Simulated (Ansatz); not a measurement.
SiO₂:
```cif
data_O8Si4
_chemical_formula_sum 'Si4 O8'
_space_group_name_H-M_alt 'P41212'
_space_group_IT_number 92
_space_group_name_Hall 'P 4abw 2nw'
_cell_length_a 4.98032
_cell_length_b 4.98032
_cell_length_c 6.91810
_cell_angle_alpha 90.000
_cell_angle_beta 90.000
_cell_angle_gamma 90.000
loop_
_atom_site_label
_atom_site_type_symbol
_atom_site_symmetry_multiplicity
_atom_site_Wyckoff_symbol
_atom_site_fract_x
_atom_site_fract_y
_atom_site_fract_z
_atom_site_occupancy
Si1 Si 4 a 0.30233 0.30233 0.00000 1
O1 O 8 b 0.23822 0.10904 0.18132 1
```

Relaxed with r²SCAN. Plane-wave PAW r²SCAN (Ansatz code) gives a gap of 6.35 eV.

Task: What gap does HSE06 give on the same cell (Ansatz, PAW)?

Result: 7.51 eV, 1.16 eV more. The hybrid was solved on a coarser mesh and at special points; its gap is the smallest among all of these.

```csv
k,v1 r²SCAN,c1 r²SCAN,v1 HSE06,c1 HSE06
Γ,0.00,6.35,0.00,7.51
Z,-0.40,7.63,___,___
M,-0.54,9.46,___,___
A,-0.62,9.98,___,___
R,-0.18,8.90,-0.19,10.07
X,-0.50,8.46,___,___
```

Task: Top valence (v1) and lowest conduction level (c1) in eV from each method's valence maximum (which need not be a listed point): supply the withheld HSE06 values.

Result: 
- A, v1 HSE06: -0.64
- A, c1 HSE06: 11.16
- Z, v1 HSE06: -0.41
- Z, c1 HSE06: 8.81
- M, v1 HSE06: -0.56
- M, c1 HSE06: 10.63
- X, v1 HSE06: -0.52
- X, c1 HSE06: 9.64

Cost on shared cores: the r²SCAN run (SCF on a 6×6×4 mesh, then bands and DOS) roughly 6 core-minutes, the HSE06 run (SCF on 4×4×3, then a few points) roughly 7 core-minutes; the tasks are unlike.

Space group P4_12_12. The cell was relaxed with r²SCAN under the symmetry of its start.

Potentials: the later of the program's two PAW sets.
